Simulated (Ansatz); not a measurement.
Ansatz (a quantum-chemistry and plane-wave program) input:

Ansatz 0.2 input:
```yaml
crystal:
  lattice:
    - [5.6872795774, 0.0, 0.0]
    - [0.0, 3.2253326222, 0.0]
    - [0.0, 0.0, 6.2234501329]
  atoms:
    - { symbol: P, position: [0.3182930619, 0.75, 0.5647555337] }
    - { symbol: P, position: [0.6817069381, 0.25, 0.4352444663] }
    - { symbol: P, position: [0.1817069381, 0.25, 0.0647555337] }
    - { symbol: P, position: [0.8182930619, 0.75, 0.9352444663] }
    - { symbol: W, position: [0.9866410942, 0.75, 0.3118039033] }
    - { symbol: W, position: [0.0133589058, 0.25, 0.6881960967] }
    - { symbol: W, position: [0.5133589058, 0.25, 0.8118039033] }
    - { symbol: W, position: [0.4866410942, 0.75, 0.1881960967] }
kpoints:
  mp_grid: { grid: [13, 22, 12] }
hamiltonian:
  xc: pbesol
  pseudopotentials: { kind: paw }
scf:
  occupations: { method: fermi_dirac, width: 0.1 }
elastic: { mode: relaxed_ion, stencil: two_point, amplitude: 0.005, f_tol: 0.0005 }
```

Output (shortened):

```
Pseudopotential: P, paw, valence charge 5
Pseudopotential: W, paw, valence charge 14
Functional definition: PBEsol
Crystal: 8 atoms, lattice volume = 114.159 Å³
Basis set: ecut = 420 eV, 2233 PW (Γ), exchange–correlation on 80×48×90 points (8 copies of the dense FFT grid, shifted against one another)
Bands: 46, of which v1, the nominal top of the filled ones, is band 38 counted from 1 (37 counted from 0)
Symmetry: 8 space group operations
Space group: Pnma (ITA 62), of the structure as read, at distance tolerance 4.9e-5 Å
k-points: 588 of 3432
the search or the solves at the SCF's close seem to have found levels that the self-consistency loop had missed (the run counts 3) …
SCF 1 converged in 10 iterations: F = -43990.245131 eV  dr2 = 3.61e-14
relax step   1: F+E_penalty+E_count = -43990.24513094 eV  Δ(F+E_penalty+E_count) = +0.000e0 eV  max|allowed force component| = 2.109e-2 eV/Å  Δτ_max = 0.0000 Å  (10 SCF iters, accepted)
Crystal: 8 atoms, lattice volume = 114.159 Å³
SCF 2 converged in 10 iterations: F = -43990.245280 eV  dr2 = 1.09e-14
relax step   2: F+E_penalty+E_count = -43990.24527963 eV  Δ(F+E_penalty+E_count) = -1.487e-4 eV  max|allowed force component| = 1.856e-2 eV/Å  Δτ_max = 0.0029 Å  (10 SCF iters, accepted)
Crystal: 8 atoms, lattice volume = 114.159 Å³
SCF 3 converged in 7 iterations: F = -43990.245313 eV  dr2 = 3.39e-14
relax step   3: F+E_penalty+E_count = -43990.24531292 eV  Δ(F+E_penalty+E_count) = -3.328e-5 eV  max|allowed force component| = 1.405e-3 eV/Å  Δτ_max = 0.0009 Å  (7 SCF iters, accepted)
Crystal: 8 atoms, lattice volume = 114.159 Å³
SCF 4 converged in 10 iterations: F = -43990.245313 eV  dr2 = 0.0
relax step   4: F+E_penalty+E_count = -43990.24531319 eV  Δ(F+E_penalty+E_count) = -2.746e-7 eV  max|allowed force component| = 4.044e-4 eV/Å  Δτ_max = 0.0001 Å  (10 SCF iters, accepted)
Crystal: 8 atoms, lattice volume = 114.159 Å³
SCF 5 converged in 13 iterations: F = -43990.245313 eV  dr2 = 0.0
Crystal: 8 atoms, lattice volume = 113.588 Å³
Basis set: ecut = 420 eV, 2221 PW (Γ), exchange–correlation on 80×48×90 points (8 copies of the dense FFT grid, shifted against one another)
SCF 6 converged in 10 iterations: F = -43990.240420 eV  dr2 = 4.57e-15
relax step   1: F+E_penalty+E_count = -43990.24041968 eV  Δ(F+E_penalty+E_count) = +0.000e0 eV  max|allowed force component| = 5.926e-2 eV/Å  Δτ_max = 0.0000 Å  (10 SCF iters, accepted)
Crystal: 8 atoms, lattice volume = 113.588 Å³
SCF 7 converged in 8 iterations: F = -43990.240940 eV  dr2 = 4.88e-14
relax step   2: F+E_penalty+E_count = -43990.24094025 eV  Δ(F+E_penalty+E_count) = -5.206e-4 eV  max|allowed force component| = 1.674e-2 eV/Å  Δτ_max = 0.0038 Å  (8 SCF iters, accepted)
Crystal: 8 atoms, lattice volume = 113.588 Å³
SCF 8 converged in 8 iterations: F = -43990.241003 eV  dr2 = 6.17e-15
relax step   3: F+E_penalty+E_count = -43990.24100305 eV  Δ(F+E_penalty+E_count) = -6.280e-5 eV  max|allowed force component| = 1.413e-3 eV/Å  Δτ_max = 0.0011 Å  (8 SCF iters, accepted)
Crystal: 8 atoms, lattice volume = 113.588 Å³
SCF 9 converged in 10 iterations: F = -43990.241004 eV  dr2 = 1.37e-19
relax step   4: F+E_penalty+E_count = -43990.24100352 eV  Δ(F+E_penalty+E_count) = -4.628e-7 eV  max|allowed force component| = 2.747e-5 eV/Å  Δτ_max = 0.0001 Å  (10 SCF iters, accepted)
Crystal: 8 atoms, lattice volume = 113.588 Å³
SCF 10 converged in 12 iterations: F = -43990.241004 eV  dr2 = 0.0
Crystal: 8 atoms, lattice volume = 114.730 Å³
[...]
relax step   2: F+E_penalty+E_count = -43990.24383972 eV  Δ(F+E_penalty+E_count) = -1.589e-4 eV  max|allowed force component| = 2.595e-3 eV/Å  Δτ_max = 0.0024 Å  (7 SCF iters, accepted)
Crystal: 8 atoms, lattice volume = 114.158 Å³
SCF 52 converged in 10 iterations: F = -43990.243841 eV  dr2 = 0.0
relax step   3: F+E_penalty+E_count = -43990.24384075 eV  Δ(F+E_penalty+E_count) = -1.030e-6 eV  max|allowed force component| = 4.360e-4 eV/Å  Δτ_max = 0.0002 Å  (10 SCF iters, accepted)
Crystal: 8 atoms, lattice volume = 114.158 Å³
SCF 53 converged in 11 iterations: F = -43990.243841 eV  dr2 = 5.93e-19
Crystal: 8 atoms, lattice volume = 114.158 Å³
SCF 54 converged in 9 iterations: F = -43990.243681 eV  dr2 = 8.79e-15
relax step   1: F+E_penalty+E_count = -43990.24368087 eV  Δ(F+E_penalty+E_count) = +0.000e0 eV  max|allowed force component| = 3.624e-2 eV/Å  Δτ_max = 0.0000 Å  (9 SCF iters, accepted)
Crystal: 8 atoms, lattice volume = 114.158 Å³
SCF 55 converged in 7 iterations: F = -43990.243840 eV  dr2 = 2.76e-14
relax step   2: F+E_penalty+E_count = -43990.24384025 eV  Δ(F+E_penalty+E_count) = -1.594e-4 eV  max|allowed force component| = 1.355e-3 eV/Å  Δτ_max = 0.0023 Å  (7 SCF iters, accepted)
Crystal: 8 atoms, lattice volume = 114.158 Å³
SCF 56 converged in 10 iterations: F = -43990.243841 eV  dr2 = 3.51e-19
relax step   3: F+E_penalty+E_count = -43990.24384074 eV  Δ(F+E_penalty+E_count) = -4.874e-7 eV  max|allowed force component| = 4.633e-4 eV/Å  Δτ_max = 0.0001 Å  (10 SCF iters, accepted)
Crystal: 8 atoms, lattice volume = 114.158 Å³
SCF 57 converged in 11 iterations: F = -43990.243841 eV  dr2 = 5.98e-19
SCF converged after 13 iterations
Stability not checked: this state was not tested for a lower state beside it, because too few of the mixer's solves of this state at the end of the SCF gave a …
Free energy (F): -43990.245313 eV
Harris-Foulkes:  -43990.245313 eV  (|F-HF|=2.18e-11)
Internal energy: -43990.132446 eV  (E = F + TS)
E sigma→0 (E₀):  -43990.188879 eV
Entropy (-TS):   -0.112867 eV (-14.108 meV/atom)
Fermi energy:    18.409974 eV
--- Per-component energies (eV) ---
  E_band       = -358.517253
  E_kinetic    = 2111.541284
  E_local      = -3384.005161  (includes V_loc(G=0)·N_el)
  E_nonlocal   = 146.364262
  E_hartree    = 1261.143303
  E_xc         = -1316.732299
  E_vxc        = -1212.881757  (∫ρ·V_xc dr)
  E_paw        = -35962.412704  (= ΣΔE_a)
  E_vpaw       = -541.822263  (= ΣTr[D̂ρ^β])
  E_aug_tail   = -0.000223  (compensation charges beyond the density's cutoff)
  E_ewald      = -6847.102460
  E_core_change = 1.071553  (= ΣΔE_core)
  E_smearing   = -0.112867  (= −TS)
  E_closure    = 0.000000  (closes the sum)
  Σ components = -43990.245313   (vs F -43990.245313, Δ=0.00e0)
--- Forces (eV/Å), atoms counted from 1 ---
  atom   1  P     -0.00028167     0.00000000     0.00040441
  atom   2  P      0.00028167     0.00000000    -0.00040441
  atom   3  P      0.00028167     0.00000000     0.00040441
  atom   4  P     -0.00028167     0.00000000    -0.00040441
  atom   5  W     -0.00012287     0.00000000     0.00006352
  atom   6  W      0.00012287     0.00000000    -0.00006352
  atom   7  W      0.00012287     0.00000000     0.00006352
  atom   8  W     -0.00012287     0.00000000    -0.00006352
  max |Σ_I F_I| component: 8.67e-18 eV/Å
--- Stress (GPa, compression-positive) ---
        0.264096       0.000000       0.000000
        0.000000      -0.031441       0.000000
        0.000000       0.000000       0.280799
  P = ⅓ Tr σ = 0.1712 GPa (1.712 kbar)
--- Band table (eV; the first three rows and the last of 588) ---
  k-point 0: bands = ["-55.7538", "-55.7291", "-55.7168", "-55.6921", "-20.3780", "-20.3102", "-20.2501", "-20.2415", "-20.0532", "-20.0020", "-19.9343", "-19.8949", "-19.8452", "-19.8364", "-19.8325", "-19.8009", "3.4918", "5.7612", "6.6303", "7.7033", …
  k-point 1: bands = ["-55.7535", "-55.7302", "-55.7156", "-55.6924", "-20.3767", "-20.3105", "-20.2504", "-20.2412", "-20.0525", "-20.0031", "-19.9327", "-19.8938", "-19.8459", "-19.8412", "-19.8296", "-19.8019", "3.5206", "5.6949", "6.6709", "7.6895", …
  k-point 2: bands = ["-55.7528", "-55.7328", "-55.7130", "-55.6931", "-20.3730", "-20.3118", "-20.2508", "-20.2404", "-20.0504", "-20.0064", "-19.9280", "-19.8906", "-19.8491", "-19.8480", "-19.8268", "-19.8046", "3.6059", "5.5213", "6.7698", "7.6492", …
  k-point 587: bands = ["-55.7175", "-55.7175", "-55.7145", "-55.7145", "-20.2792", "-20.2792", "-20.2704", "-20.2704", "-20.1184", "-20.1184", "-20.0720", "-20.0720", "-19.8881", "-19.8881", "-19.8788", "-19.8788", "6.7409", "6.7409", "6.8618", "6.8618", …
--- Elastic constants: 6 strain directions × 2 members + reference (group order 8) ---
  dense FFT box of the reference and of every strained cell: 40×24×45
  strains applied: 11, 22, 33, 23, 13, 12; error gains …
  reference relaxed by the batch: 4 steps …
  largest displacement 2.3e-3 Å; the constants are those of the deck's cell at these positions:
  atoms:
    - { symbol: P, position: [0.3179683203234878, 0.75, 0.5647767769671973] }
    - { symbol: P, position: [0.6820316796765121, 0.25, 0.43522322303280275] }
    - { symbol: P, position: [0.18203167967651218, 0.25, 0.06477677696719733] }
    - { symbol: P, position: [0.8179683203234877, 0.75, 0.9352232230328028] }
    - { symbol: W, position: [0.9869567730804725, 0.75, 0.3115842229526319] }
    - { symbol: W, position: [0.013043226919527499, 0.25, 0.6884157770473682] }
    - { symbol: W, position: [0.5130432269195275, 0.25, 0.8115842229526319] }
    - { symbol: W, position: [0.48695677308047247, 0.75, 0.18841577704736814] }
  C = ∂σ_k/∂η_j (tension-positive GPa; Voigt order 11 22 33 23 13 12):
       371.796    139.706    216.227      0.000      0.000      0.000
       139.381    325.289    172.475      0.000      0.000      0.000
       216.230    172.792    484.131      0.000      0.000      0.000
         0.000      0.000      0.000    103.606      0.000      0.000
         0.000      0.000      0.000      0.000    188.919      0.000
         0.000      0.000      0.000      0.000      0.000    165.582
  reference stress σ⁰ (GPa):     -0.264      0.031     -0.281      0.000      0.000      0.000
  moduli (Voigt/Reuss/Hill, GPa): K = 248.67/235.14/241.90   G = 135.14/125.17/130.16   E = 331.09   ν = 0.272
  mechanically stable: yes (min eigenvalue of sym C = 103.61 GPa)
  strain η (Voigt 11):  stress-route row diagonal C_11 = 371.80 GPa, energy-path curvature d²(F+E_count+ΔE)/dδ²/Ω₀ = 371.78 GPa
         δ    σ_11 (GPa)             F (eV)   n_scf  n_hpsi   n_pw
    -5.000e-3      -2.1700      -43990.2410035      12  490130   2250   relax 4 steps, max|allowed force component| 2.75e-5 eV/Å
     5.000e-3       1.5479      -43990.2430032      11  466513   2271   relax 3 steps, max|allowed force component| 2.80e-4 eV/Å
  strain η (Voigt 22):  stress-route row diagonal C_22 = 325.29 GPa, energy-path curvature d²(F+E_count+ΔE)/dδ²/Ω₀ = 325.32 GPa
         δ    σ_22 (GPa)             F (eV)   n_scf  n_hpsi   n_pw
    -5.000e-3      -1.6201      -43990.2424942      11  465253   2254   relax 4 steps, max|allowed force component| 8.50e-6 eV/Å
     5.000e-3       1.6328      -43990.2423395      11  465219   2271   relax 3 steps, max|allowed force component| 3.57e-4 eV/Å
  strain η (Voigt 33):  stress-route row diagonal C_33 = 484.13 GPa, energy-path curvature d²(F+E_count+ΔE)/dδ²/Ω₀ = 484.14 GPa
         δ    σ_33 (GPa)             F (eV)   n_scf  n_hpsi   n_pw
    -5.000e-3      -2.7456      -43990.2399534      11  465225   2252   relax 3 steps, max|allowed force component| 3.82e-4 eV/Å
     5.000e-3       2.0957      -43990.2420554      11  465611   2268   relax 4 steps, max|allowed force component| 4.19e-5 eV/Å
  strain η (Voigt 23):  stress-route row diagonal C_44 = 103.61 GPa, energy-path curvature d²(F+E_count+ΔE)/dδ²/Ω₀ = 103.68 GPa
         δ    σ_23 (GPa)             F (eV)   n_scf  n_hpsi   n_pw
    -5.000e-3      -0.5180      -43990.2443925      11  742334   2260   relax 4 steps, max|allowed force component| 2.42e-4 eV/Å
     5.000e-3       0.5180      -43990.2443925      11  742915   2260   relax 3 steps, max|allowed force component| 4.44e-4 eV/Å
  strain η (Voigt 13):  stress-route row diagonal C_55 = 188.92 GPa, energy-path curvature d²(F+E_count+ΔE)/dδ²/Ω₀ = 189.08 GPa
         δ    σ_13 (GPa)             F (eV)   n_scf  n_hpsi   n_pw
    -5.000e-3      -0.9446      -43990.2436309      12  787395   2258   relax 3 steps, max|allowed force component| 3.66e-4 eV/Å
     5.000e-3       0.9446      -43990.2436309      12  787200   2258   relax 3 steps, max|allowed force component| 1.62e-4 eV/Å
  strain η (Voigt 12):  stress-route row diagonal C_66 = 165.58 GPa, energy-path curvature d²(F+E_count+ΔE)/dδ²/Ω₀ = 165.65 GPa
         δ    σ_12 (GPa)             F (eV)   n_scf  n_hpsi   n_pw
    -5.000e-3      -0.8279      -43990.2438408      11  797367   2260   relax 3 steps, max|allowed force component| 4.36e-4 eV/Å
     5.000e-3       0.8279      -43990.2438407      11  797629   2260   relax 3 steps, max|allowed force component| 4.63e-4 eV/Å
```

Cost: around 2.4 core-hours (rough) on shared cores.

The first step of the workflow began from a Materials Project structure, measured or hypothetical; the Crystallography Open Database files this formula in space group No. 62, but the cells were not matched. Whether it is the stable phase at ambient conditions was not checked. The cell was relaxed with PBEsol under the symmetry of its start; whether a distortion lowers the energy is not shown. No spin polarisation was allowed. As this level gives no gap, shear constants depend on the k-mesh and smearing (Fermi–Dirac, 0.1 eV here). Scalar-relativistic: spin–orbit coupling is off unless named, which matters more the heavier the elements.

Potentials: the later of the program's two PAW sets.

Ansatz is a plane-wave DFT program.
